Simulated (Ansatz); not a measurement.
BPt (NiAs type, P6_3/mmc) at seven volumes, PBEsol in the plane-wave PAW code Ansatz, shape and atoms relaxed at each. One row is withheld.

```csv
V (Å³/atom),P (GPa)
9.870,32.95
10.195,20.07
10.520,9.18
10.846,-0.02
11.171,?
11.497,-14.40
11.822,-19.96
```

Question: Fit the shown pressures and predict the withheld one.

Answer: P = (3/2)B₀(x^(7/2) − x^(5/2))[1 + (3/4)(B′ − 4)(x − 1)] with x = (V₀/V)^(2/3). Least squares on the six rows gives V₀ = 10.845 Å³/atom, B₀ = 282 GPa, B′ = 4.58. At V = 11.171, x = 0.9804 and P = -7.80 GPa. The run itself gave -7.81 GPa.

The workflow started from an entry of the Crystallography Open Database (COD). Its standing as an ambient phase is unchecked. The cell was relaxed with PBEsol under the symmetry of its start; of distortions, only those at the zone centre were tested. No spin polarisation was allowed. Scalar-relativistic: spin–orbit coupling is off unless named, which matters more the heavier the elements.

Potentials: the later of the program's two PAW sets.
